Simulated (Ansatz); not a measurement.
# Mo (hcp): energy against volume

Level of theory: Ansatz 0.2.0, DFT, LDA (PW92), plane waves (420 eV) with PAW, scalar-relativistic. The PAW files were generated under PBE, with cores re-solved for the functional.

The cell is scaled uniformly from the relaxed one, with fractional coordinates and shape fixed. Energies are extrapolated to zero smearing, pressures are those at the given smearing. Magnetic state: spin not included.

A Birch-Murnaghan fit gives V₀ = 15.32 Å³/atom, B₀ = 270 GPa, B₀′ = 4.0.

(1) What are the energy above the minimum and the pressure at 14.094 Å³/atom?

(2) What are the energy above the minimum and the pressure at 14.707 Å³/atom?

(3) What are the energy above the minimum and the pressure at 15.933 Å³/atom?

## Answers

(1) 94.3 meV/atom and 26.65 GPa as computed.

(2) 21.8 meV/atom and 12.06 GPa as computed.

(3) 19.6 meV/atom and -9.65 GPa as computed.
